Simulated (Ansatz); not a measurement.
A relaxation computed with Ansatz, from input to last step.

```yaml
crystal:
  lattice:
    - [3.6908006475, 0.0, 0.0]
    - [-1.8454003238, 3.1963271211, 0.0]
    - [0.0, 0.0, 18.1179406017]
  atoms:
    - { symbol: Zn, position: [0.0, 0.0, 4.68607e-05] }
    - { symbol: Zn, position: [0.0, 0.0, 0.5000468607] }
    - { symbol: Zn, position: [0.3333333333, 0.6666666667, 0.1668578138] }
    - { symbol: Zn, position: [0.6666666667, 0.3333333333, 0.6668578138] }
    - { symbol: Zn, position: [0.6666666667, 0.3333333333, 0.3332841932] }
    - { symbol: Zn, position: [0.3333333333, 0.6666666667, 0.8332841932] }
    - { symbol: S, position: [0.0, 0.0, 0.1250835501] }
    - { symbol: S, position: [0.0, 0.0, 0.6250835501] }
    - { symbol: S, position: [0.3333333333, 0.6666666667, 0.2916369413] }
    - { symbol: S, position: [0.6666666667, 0.3333333333, 0.7916369413] }
    - { symbol: S, position: [0.6666666667, 0.3333333333, 0.4580906409] }
    - { symbol: S, position: [0.3333333333, 0.6666666667, 0.9580906409] }
basis:
  ecutwfc: 500
kpoints:
  mp_grid: { grid: [6, 6, 2] }
hamiltonian:
  xc: r2scan
scf:
  occupations: { method: gaussian, width: 0.02 }
output:
  forces: true
  stress: true
  eigenvalues: true
relax:
  adjacent_minimum: "off"
  f_tol: 0.01
  max_steps: 30
  cell: { stress_tol: 0.1, fix: [volume] }
```

```bash
ansatz run input.yaml --threads 2 --pin off --max-ram 5120MiB --backend cpu --events-out ev --progress --plain --runs-dir out
```

The calculation used DFT r2SCAN, scalar-relativistic, plane waves, PAW (Ansatz 0.2.0).

The volume is held at 0.91 times that of the relaxed cell.

Of 3 frames 3 are shown, positions in Å and forces in eV/Å; the SCF threshold varies from step to step. Steps run on the plane waves of an earlier cell, with a Pulay correction in the pressure. The basis is chosen afresh for the last frame, the zero of the energies, and at times for earlier ones too; energy and pressure step there, also at an unchanged geometry.

```xyz
12
Lattice="3.6908 0.0000 0.0000 -1.8454 3.1963 0.0000 0.0000 0.0000 18.1179" Properties=species:S:1:pos:R:3:forces:R:3 pbc="T T T" step=1 free_energy_over_end_meV_per_atom=0.00 pressure_GPa=9.09
Zn    0.0000    0.0000    0.0008    0.0000    0.0000    0.0064
Zn    0.0000    0.0000    9.0598    0.0000    0.0000    0.0064
Zn    0.0000    2.1309    3.0231    0.0000    0.0000    0.0134
Zn    1.8454    1.0654   12.0821    0.0000    0.0000    0.0134
Zn    1.8454    1.0654    6.0384    0.0000    0.0000    0.0054
Zn    0.0000    2.1309   15.0974    0.0000    0.0000    0.0054
S     0.0000    0.0000    2.2663    0.0000    0.0000   -0.0097
S     0.0000    0.0000   11.3252    0.0000    0.0000   -0.0097
S     0.0000    2.1309    5.2839    0.0000    0.0000   -0.0070
S     1.8454    1.0654   14.3428    0.0000    0.0000   -0.0070
S     1.8454    1.0654    8.2997    0.0000    0.0000   -0.0086
S     0.0000    2.1309   17.3586    0.0000    0.0000   -0.0086
12
Lattice="3.6902 0.0000 0.0000 -1.8451 3.1958 0.0000 0.0000 0.0000 18.1240" Properties=species:S:1:pos:R:3:forces:R:3 pbc="T T T" step=2 free_energy_over_end_meV_per_atom=0.00 pressure_GPa=9.09
Zn    0.0000    0.0000    0.0011    0.0000    0.0000    0.0055
Zn    0.0000    0.0000    9.0631    0.0000    0.0000    0.0055
Zn    0.0000    2.1305    3.0249    0.0000    0.0000    0.0086
Zn    1.8451    1.0653   12.0869    0.0000    0.0000    0.0086
Zn    1.8451    1.0653    6.0408    0.0000    0.0000    0.0048
Zn    0.0000    2.1305   15.1028    0.0000    0.0000    0.0048
S     0.0000    0.0000    2.2665    0.0000    0.0000   -0.0072
S     0.0000    0.0000   11.3285    0.0000    0.0000   -0.0072
S     0.0000    2.1305    5.2854    0.0000    0.0000   -0.0063
S     1.8451    1.0653   14.3474    0.0000    0.0000   -0.0063
S     1.8451    1.0653    8.3018    0.0000    0.0000   -0.0054
S     0.0000    2.1305   17.3638    0.0000    0.0000   -0.0054
12
Lattice="3.6902 0.0000 0.0000 -1.8451 3.1958 0.0000 0.0000 0.0000 18.1240" Properties=species:S:1:pos:R:3:forces:R:3 pbc="T T T" step=3 free_energy_over_end_meV_per_atom=0.00 pressure_GPa=9.09
Zn    0.0000    0.0000    0.0011    0.0000    0.0000    0.0055
Zn    0.0000    0.0000    9.0631    0.0000    0.0000    0.0055
Zn    0.0000    2.1305    3.0249    0.0000    0.0000    0.0086
Zn    1.8451    1.0653   12.0869    0.0000    0.0000    0.0086
Zn    1.8451    1.0653    6.0408    0.0000    0.0000    0.0048
Zn    0.0000    2.1305   15.1028    0.0000    0.0000    0.0048
S     0.0000    0.0000    2.2665    0.0000    0.0000   -0.0072
S     0.0000    0.0000   11.3285    0.0000    0.0000   -0.0072
S     0.0000    2.1305    5.2854    0.0000    0.0000   -0.0064
S     1.8451    1.0653   14.3474    0.0000    0.0000   -0.0064
S     1.8451    1.0653    8.3018    0.0000    0.0000   -0.0054
S     0.0000    2.1305   17.3638    0.0000    0.0000   -0.0054
```

It took 28 s on 2 threads of Intel(R) Xeon(R) 6975P-C (Granite Rapids) (shared host), peak memory 0.93 GiB.